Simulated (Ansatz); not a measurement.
LaB2 (MoSi2 or CaC2 type, I4/mmm) at seven volumes, the program Ansatz at the PBE level (PAW), shape and atoms relaxed at each. One row is withheld.

| V (Å³/atom) | P (GPa) |
|---|---|
| 17.273 | 6.98 |
| 17.843 | ? |
| 18.412 | 2.03 |
| 18.982 | 0.00 |
| 19.551 | -1.73 |
| 20.120 | -3.28 |
| 20.690 | -4.63 |

Problem. Fit the shown pressures and predict the withheld one.

Solution. Third-order Birch–Murnaghan: P = (3/2)B₀(x^(7/2) − x^(5/2))[1 + (3/4)(B′ − 4)(x − 1)] with x = (V₀/V)^(2/3). Least squares on the six rows gives V₀ = 18.986 Å³/atom, B₀ = 62.61 GPa, B′ = 3.50. At V = 17.843, x = 1.0423 and P = 4.33 GPa. The run itself gave 4.34 GPa.

The start of the workflow was typed in or built on a structure type; neither database checked (COD, Materials Project) lists it. Its standing as an ambient phase is unchecked. The PBE relaxation kept the symmetry of its start; its stability against distortions is not shown here. Its formation energy is positive at this level, so the cell may be metastable or incomplete. Spin–orbit coupling is left out wherever it is not named.

Potentials: the earlier of the program's two PAW sets.
